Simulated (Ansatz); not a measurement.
ZrHg:
```
ZrHg
1.0
    3.13980     0.00000     0.00000
    0.00000     3.13980     0.00000
    0.00000     0.00000     4.29146
Hg Zr
1 1
Direct
  0.00000   0.00000   0.00000
  0.50000   0.50000   0.50000
```

Relaxed with r²SCAN.

### Question
Give the Bader charges and basin volumes of the independent atoms, r²SCAN (plane waves, PAW; program Ansatz).

### Answer


| atom | Bader charge (e) | Bader volume (Å³) |
|---|---|---|
| Hg1 | -1.17 | 25.5 |
| Zr2 | +1.17 | 16.8 |

Space group P4/mmm (L1₀ or tetragonal B2). The workflow started from an entry of the Crystallography Open Database (COD). Its standing as an ambient phase is unchecked. The r²SCAN relaxation kept the symmetry of its start; whether a distortion lowers the energy is not shown. No spin polarisation was allowed. Spin–orbit coupling is left out wherever it is not named.

Potentials: the later of the program's two PAW sets.
